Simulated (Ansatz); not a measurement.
Stationary points along a deformation path in KMgF$_{3}$

Level of theory: DFT LDA, scalar-relativistic, plane waves, PAW in Ansatz. The runs took a 420 eV cutoff, a Γ-centred 6×6×6 mesh and Gaussian smearing (0.05 eV). No spin polarisation. Energies are free energies at this smearing, counted from the undisturbed cell; pressure is positive in compression.

The starting cell (as given, not relaxed at this level; it stands at -4.5 GPa, and it needn't be the usual structure):

```yaml
crystal:
  lattice:
    - [3.98590, 0.00000, 0.00000]
    - [0.00000, 3.98590, 0.00000]
    - [0.00000, 0.00000, 3.98590]
  atoms:
    - { symbol: K, position: [0.50000, 0.50000, 0.50000] }
    - { symbol: Mg, position: [0.00000, 0.00000, 0.00000] }
    - { symbol: F, position: [0.50000, 0.00000, 0.00000] }
    - { symbol: F, position: [0.00000, 0.50000, 0.00000] }
    - { symbol: F, position: [0.00000, 0.00000, 0.50000] }
```

At fixed volume and fractional coordinates, lengths along (0.577, 0.577, 0.577) are scaled against those across it; ρ is that ratio over its starting value. V = 12.665 Å³/atom. Δσ is the stress along the axis less the mean stress across it (compression positive).

| ρ | ΔE (meV/atom) | Δσ (GPa) | space group |
| --- | --- | --- | --- |
| 0.500 | 1116.6 | 64.88 | R-3m |
| 0.600 | 601.3 | 44.22 | R-3m |
| 0.710 | 272.8 | 29.95 | R-3m |
| 0.850 | 61.8 | 14.42 | R-3m |
| 0.930 | 12.4 | 6.44 | R-3m |
| 1.000 | 0.0 | 0.00 | Pm-3m |
| 1.080 | 13.9 | -6.84 | R-3m |
| 1.200 | 78.2 | -16.42 | R-3m |
| 1.410 | 285.3 | -32.83 | R-3m |
| 1.700 | 723.9 | -57.44 | R-3m |
| 2.000 | 1332.9 | -85.95 | R-3m |

**Question.** How does the stress give the slope of the energy, and where is the energy stationary?

**Answer.** Along the path d ln(length) is 2/3 d ln ρ on the axis and −1/3 d ln ρ across it, so dE/d ln ρ = −(2/3) V Δσ: the energy falls with ρ where Δσ is positive. Δσ vanishes or changes sign at ρ = 1.000 (Pm-3m), a minimum at 0.0 meV/atom. Pairs of stationary points between two samples would go unseen, and could change a minimum read from distant neighbours into a maximum. At ρ = 1.000 the cell is cubic, where symmetry alone makes the stress isotropic and the slope zero.

**Question.** Which shear constant sets the curvature at ρ = 1?

**Answer.** For a cubic crystal E/V = (2/3) C (ln ρ)² with C = C44, so Δσ = −2C ln ρ. The parabola of Δσ against ln ρ through ρ = 0.930, 1 and 1.080 gives C ≈ 44 GPa with the ions clamped, rough because the steps are large. It is the stress–strain coefficient at this cell's pressure of -4.5 GPa, not the zero-pressure constant.

Symmetry holds off the tilts and polar distortions that many cubic perovskites undergo.